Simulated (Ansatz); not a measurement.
Input and command of a plane-wave DFT calculation in Ansatz:

```yaml
crystal:
  lattice:
    - [0.0, 2.9579325666, 2.9579325666]
    - [2.9579325666, 0.0, 2.9579325666]
    - [2.9579325666, 2.9579325666, 0.0]
  atoms:
    - { symbol: Cu, position: [0.25, 0.25, 0.25] }
    - { symbol: Cu, position: [0.75, 0.75, 0.75] }
    - { symbol: Au, position: [0.0, 0.0, 0.0] }
basis:
  ecutwfc: 420
kpoints:
  mp_grid: { grid: [14, 14, 14] }
hamiltonian:
  xc: pbe
scf:
  occupations: { method: gaussian, width: 0.1 }
output:
  forces: true
  stress: true
  eigenvalues: true
  write_density: true
  write_potential: true
  elf: true
  volumetric_format: npy
relax:
  adjacent_minimum: "off"
  f_tol: 0.01
  max_steps: 80
  cell: { stress_tol: 0.05 }
```

```bash
ansatz run input.yaml --threads 1 --pin off --max-ram 2560MiB --backend cpu --events-out ev --progress --plain --runs-dir out
```

Processor: Arm Neoverse V1, 1 thread, on a host shared with other jobs.

Q: How long does it run, and how much memory does it take?

A: About 30 s on 1 thread of Arm Neoverse V1 (shared host), peak memory 0.44 GiB. It solves 35 bands at 104 k points (the mesh reduced by the symmetry that the task leaves, which can be less than the crystal's) with about 965 plane waves (on the last cell), in 15 SCF iterations over 3 ionic steps.
